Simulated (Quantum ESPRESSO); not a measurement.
## Al4O4FN (finding a planted mistake in a log)

A calculation, not a measurement. The program is pw.x of Quantum ESPRESSO 7.5 (plane-wave density functional theory). The cell is made up: 10 atoms on a corundum lattice, with randomly drawn elements, strain and displacements, not relaxed. PseudoDojo standard norm-conserving files (v0.5 for PBE, v0.4.1 for LDA and PBEsol) set the functional; there is no spin polarisation, spin-orbit coupling or dispersion term, and the masses in the input are unused placeholders.

Intended input:

```
&control calculation='scf', pseudo_dir='./dojo.nc.sr.pbe.v0_5.standard.upf', outdir='./o', disk_io='medium', tprnfor=.true., tstress=.true. /
&system ibrav=0, nat=10, ntyp=4, nbnd=30, ecutwfc=84.00895049, nosym=.true., tot_charge=0,
 occupations='smearing', smearing='fd', degauss=0.0018374661
/
&electrons conv_thr=7.350e-09, electron_maxstep=60, /
ATOMIC_SPECIES
Al 1.0 Al.upf
F 1.0 F.upf
N 1.0 N.upf
O 1.0 O.upf
CELL_PARAMETERS angstrom
2.405 1.4168 4.3193
-2.5487 1.4177 4.398
-0.0711 -2.8525 4.3644
ATOMIC_POSITIONS angstrom
Al -0.0611 -0.1146 4.7096
Al -0.0791 -0.0553 1.8993
Al -0.0571 0.0265 8.539
Al -0.1684 0.0465 11.175
O -1.003 1.3073 7.7498
F -0.89 -1.6513 7.6319
O 1.5892 0.1685 7.5856
O 0.809 -1.4902 5.5496
O 0.7036 1.4446 5.3949
N -1.6791 -0.1125 5.4681
K_POINTS automatic
5 5 5 1 1 1
```

The log is shortened where brackets say so; the opening notice, blank lines, dates and the lines on written files are dropped, and the path of the files is cut. It prints rydbergs, bohrs and kilobars, and counts compression as positive stress. Where no state is partly filled, the Fermi energy that it prints is only some level between the filled and the empty states on the mesh, and need not lie in the true gap.

Log of the intended run:

```
     Program PWSCF v.7.5
     Parallel version (MPI & OpenMP), running on       1 processor cores
     Number of MPI processes:                 1
     Threads/MPI process:                     1
     [start-up lines left out]
     bravais-lattice index     =            0
     lattice parameter (alat)  =       9.7184  a.u.
     unit-cell volume          =     622.2395 (a.u.)^3
     number of atoms/cell      =           10
     number of atomic types    =            4
     number of electrons       =        48.00
     number of Kohn-Sham states=           30
     kinetic-energy cutoff     =      84.0090  Ry
     charge density cutoff     =     336.0358  Ry
     scf convergence threshold =      7.3E-09
     mixing beta               =       0.7000
     number of iterations used =            8  plain     mixing
     Exchange-correlation= PBE
                           (   1   4   3   4   0   0   0)
     [axes and pseudopotential details left out]
   Cartesian axes
     site n.     atom                  positions (alat units)
         1        Al     tau(   1) = (  -0.0118808  -0.0222839   0.9157777  )
         2        Al     tau(   2) = (  -0.0153809  -0.0107530   0.3693173  )
         3        Al     tau(   3) = (  -0.0111030   0.0051529   1.6604013  )
         4        Al     tau(   4) = (  -0.0327452   0.0090419   2.1729692  )
         5        O      tau(   5) = (  -0.1950325   0.2542034   1.5069420  )
         6        F      tau(   6) = (  -0.1730597  -0.3210939   1.4840165  )
         7        O      tau(   7) = (   0.3090186   0.0327647   1.4750135  )
         8        O      tau(   8) = (   0.1573094  -0.2897681   1.0791150  )
         9        O      tau(   9) = (   0.1368144   0.2809012   1.0490337  )
        10        N      tau(  10) = (  -0.3264996  -0.0218755   1.0632674  )
     number of k points=    63  Fermi-Dirac smearing, width (Ry)=  0.0018
                       cart. coord. in units 2pi/alat
        k(    1) = (   0.0018742   0.0001592   0.1179683), wk =   0.0320000
        k(    2) = (   0.0030746  -0.2406266   0.1962815), wk =   0.0320000
     [further k points left out]
     Dense  grid:    64731 G-vectors     FFT dimensions: (  60,  60,  60)
     Estimated max dynamical RAM per process >      90.21 MB
     Initial potential from superposition of free atoms
     starting charge      47.9902, renormalised to      48.0000
     Starting wfcs are   40 randomized atomic wfcs
     total cpu time spent up to now is       11.5 secs
     per-process dynamical memory:    59.6 Mb
     Self-consistent Calculation
     iteration #  1     ecut=    84.01 Ry     beta= 0.70
     Davidson diagonalization with overlap
     ethr =  1.00E-02,  avg # of iterations =  3.3
     total cpu time spent up to now is       34.7 secs
     total energy              =    -220.90461095 Ry
     estimated scf accuracy    <       2.35588405 Ry
     iteration #  2     ecut=    84.01 Ry     beta= 0.70
     Davidson diagonalization with overlap
     ethr =  4.91E-03,  avg # of iterations =  2.3
     total cpu time spent up to now is       58.1 secs
     total energy              =    -221.56548546 Ry
     estimated scf accuracy    <       1.76272247 Ry
     [iterations 3 to 11 left out]
     iteration # 12     ecut=    84.01 Ry     beta= 0.70
     Davidson diagonalization with overlap
     ethr =  1.10E-10,  avg # of iterations =  2.0
     total cpu time spent up to now is      280.5 secs
     total energy              =    -221.89544405 Ry
     estimated scf accuracy    <       0.00000002 Ry
     iteration # 13     ecut=    84.01 Ry     beta= 0.70
     Davidson diagonalization with overlap
     ethr =  4.64E-11,  avg # of iterations =  2.0
     total cpu time spent up to now is      298.3 secs
     End of self-consistent calculation
     [lines on levels left out]
     the Fermi energy is    10.1284 ev
!    total energy              =    -221.89544406 Ry
     estimated scf accuracy    <          1.6E-09 Ry
     smearing contrib. (-TS)   =       0.00000000 Ry
     internal energy E=F+TS    =    -221.89544406 Ry
     The total energy is F=E-TS. E is the sum of the following terms:
     one-electron contribution =     -46.99510704 Ry
     hartree contribution      =      57.54963224 Ry
     xc contribution           =     -60.37763697 Ry
     ewald contribution        =    -172.07233229 Ry
     convergence has been achieved in  13 iterations
     Forces acting on atoms (cartesian axes, Ry/au):
     atom    1 type  1   force =     0.04861499   -0.01883238    0.02946889
     atom    2 type  1   force =     0.08484297   -0.07865573   -0.05762403
     atom    3 type  1   force =     0.05252216    0.04579048    0.05790991
     atom    4 type  1   force =    -0.06238536   -0.00105141   -0.06229805
     atom    5 type  4   force =    -0.06124246    0.07036556   -0.04573460
     atom    6 type  2   force =     0.01429929    0.04059551    0.01682890
     atom    7 type  4   force =     0.01751472   -0.04585483   -0.00034736
     atom    8 type  4   force =     0.04213798   -0.01037823   -0.00045761
     atom    9 type  4   force =    -0.03227403    0.04034319   -0.01173524
     atom   10 type  3   force =    -0.10403027   -0.04232216    0.07398919
     Total force =     0.272749     Total SCF correction =     0.000012
     Computing stress (Cartesian axis) and pressure
          total   stress  (Ry/bohr**3)                   (kbar)     P=       -9.56
  -0.00015474  -0.00030615   0.00046948          -22.76      -45.04       69.06
  -0.00030615  -0.00031675   0.00024615          -45.04      -46.59       36.21
   0.00046948   0.00024615   0.00027642           69.06       36.21       40.66
     init_run     :     10.62s CPU     11.38s WALL (       1 calls)
     electrons    :    277.40s CPU    286.80s WALL (       1 calls)
     forces       :      2.99s CPU      3.03s WALL (       1 calls)
     stress       :     11.38s CPU     11.43s WALL (       1 calls)
     [timing details left out]
     PWSCF        :   5m 2.55s CPU   5m13.00s WALL
     JOB DONE.
```

A second run was made from an input with one planted mistake. Its log:

```
     Program PWSCF v.7.5
     Parallel version (MPI & OpenMP), running on       1 processor cores
     Number of MPI processes:                 1
     Threads/MPI process:                     1
     [start-up lines left out]
     bravais-lattice index     =            0
     lattice parameter (alat)  =       9.7184  a.u.
     unit-cell volume          =     622.2395 (a.u.)^3
     number of atoms/cell      =           10
     number of atomic types    =            4
     number of electrons       =        48.00
     number of Kohn-Sham states=           48
     kinetic-energy cutoff     =      84.0090  Ry
     charge density cutoff     =     336.0358  Ry
     scf convergence threshold =      7.3E-09
     mixing beta               =       0.7000
     number of iterations used =            8  plain     mixing
     Exchange-correlation= PBE
                           (   1   4   3   4   0   0   0)
     [axes and pseudopotential details left out]
   Cartesian axes
     site n.     atom                  positions (alat units)
         1        Al     tau(   1) = (  -0.0118808  -0.0222839   0.9157777  )
         2        Al     tau(   2) = (  -0.0153809  -0.0107530   0.3693173  )
         3        Al     tau(   3) = (  -0.0111030   0.0051529   1.6604013  )
         4        Al     tau(   4) = (  -0.0327452   0.0090419   2.1729692  )
         5        O      tau(   5) = (  -0.1950325   0.2542034   1.5069420  )
         6        F      tau(   6) = (  -0.1730597  -0.3210939   1.4840165  )
         7        O      tau(   7) = (   0.3090186   0.0327647   1.4750135  )
         8        O      tau(   8) = (   0.1573094  -0.2897681   1.0791150  )
         9        O      tau(   9) = (   0.1368144   0.2809012   1.0490337  )
        10        N      tau(  10) = (  -0.3264996  -0.0218755   1.0632674  )
     number of k points=    63  Fermi-Dirac smearing, width (Ry)=  0.0478
                       cart. coord. in units 2pi/alat
        k(    1) = (   0.0018742   0.0001592   0.1179683), wk =   0.0320000
        k(    2) = (   0.0030746  -0.2406266   0.1962815), wk =   0.0320000
     [further k points left out]
     Dense  grid:    64731 G-vectors     FFT dimensions: (  60,  60,  60)
     Estimated max dynamical RAM per process >     101.62 MB
     Initial potential from superposition of free atoms
     starting charge      47.9902, renormalised to      48.0000
     Starting wfcs are   40 randomized atomic wfcs +    8 random wfcs
     total cpu time spent up to now is       14.7 secs
     per-process dynamical memory:    78.4 Mb
     Self-consistent Calculation
     iteration #  1     ecut=    84.01 Ry     beta= 0.70
     Davidson diagonalization with overlap
     ethr =  1.00E-02,  avg # of iterations =  6.8
     total cpu time spent up to now is       91.0 secs
     total energy              =    -220.96220201 Ry
     estimated scf accuracy    <       2.28664377 Ry
     iteration #  2     ecut=    84.01 Ry     beta= 0.70
     Davidson diagonalization with overlap
     ethr =  4.76E-03,  avg # of iterations =  2.0
     total cpu time spent up to now is      126.3 secs
     total energy              =    -221.48788928 Ry
     estimated scf accuracy    <       1.94953357 Ry
     [iterations 3 to 9 left out]
     iteration # 10     ecut=    84.01 Ry     beta= 0.70
     Davidson diagonalization with overlap
     ethr =  2.72E-10,  avg # of iterations =  1.9
     total cpu time spent up to now is      403.3 secs
     total energy              =    -221.90236690 Ry
     estimated scf accuracy    <       0.00000002 Ry
     iteration # 11     ecut=    84.01 Ry     beta= 0.70
     Davidson diagonalization with overlap
     ethr =  3.67E-11,  avg # of iterations =  2.0
     total cpu time spent up to now is      436.0 secs
     End of self-consistent calculation
     [lines on levels left out]
     the Fermi energy is    10.9236 ev
!    total energy              =    -221.90236691 Ry
     estimated scf accuracy    <          2.2E-10 Ry
     smearing contrib. (-TS)   =      -0.03090928 Ry
     internal energy E=F+TS    =    -221.87145763 Ry
     The total energy is F=E-TS. E is the sum of the following terms:
     one-electron contribution =     -46.95673076 Ry
     hartree contribution      =      57.52741345 Ry
     xc contribution           =     -60.36980803 Ry
     ewald contribution        =    -172.07233229 Ry
     convergence has been achieved in  11 iterations
     Forces acting on atoms (cartesian axes, Ry/au):
     atom    1 type  1   force =     0.05177661   -0.01808122    0.02467977
     atom    2 type  1   force =     0.08238549   -0.07504712   -0.05374047
     atom    3 type  1   force =     0.05082620    0.04105933    0.05310990
     atom    4 type  1   force =    -0.06375663   -0.00258219   -0.05725411
     atom    5 type  4   force =    -0.05945758    0.06813292   -0.04450300
     atom    6 type  2   force =     0.01385578    0.03858630    0.01529538
     atom    7 type  4   force =     0.01781565   -0.04272507   -0.00023546
     atom    8 type  4   force =     0.04111028   -0.00963119    0.00022394
     atom    9 type  4   force =    -0.03131975    0.03995039   -0.01073000
     atom   10 type  3   force =    -0.10323605   -0.03966216    0.07315403
     Total force =     0.263887     Total SCF correction =     0.000042
     Computing stress (Cartesian axis) and pressure
          total   stress  (Ry/bohr**3)                   (kbar)     P=        0.23
  -0.00009047  -0.00029431   0.00045310          -13.31      -43.29       66.65
  -0.00029431  -0.00023456   0.00023511          -43.29      -34.51       34.59
   0.00045310   0.00023511   0.00032980           66.65       34.59       48.51
     init_run     :     14.05s CPU     14.62s WALL (       1 calls)
     electrons    :    392.57s CPU    421.77s WALL (       1 calls)
     forces       :      4.96s CPU      5.02s WALL (       1 calls)
     stress       :     18.63s CPU     18.73s WALL (       1 calls)
     [timing details left out]
     PWSCF        :   7m10.53s CPU   7m41.27s WALL
     JOB DONE.
```

Question: what was wrong in the second input?

Answer: the smearing is too wide. The input lines that differ, file-writing options aside:

```
- &system ibrav=0, nat=10, ntyp=4, nbnd=30, ecutwfc=84.00895049, nosym=.true., tot_charge=0,
+ &system ibrav=0, nat=10, ntyp=4, nbnd=48, ecutwfc=84.00895049, nosym=.true., tot_charge=0,
-  occupations='smearing', smearing='fd', degauss=0.0018374661
+  occupations='smearing', smearing='fd', degauss=0.0477741188
```

```
                                            intended run  run with the mistake
                          free energy (eV)     -3019.041             -3019.136
                    smearing term -TS (eV)        0.0000               -0.4205
                            pressure (GPa)         -0.96                  0.02
            largest force component (eV/Å)         2.675                 2.654
largest change of a force component (eV/Å)                               0.130
                                iterations            13                    11
```

For scale, a rerun of the intended cell at a cutoff of 1437 eV and k mesh 7 x 7 x 7 moved values by no more than 0.003 eV in energy, 0.02 GPa in stress and 0.002 eV/Å in force. The number of bands, nbnd, was set by rule from the electron count and the smearing, so it follows the mistake.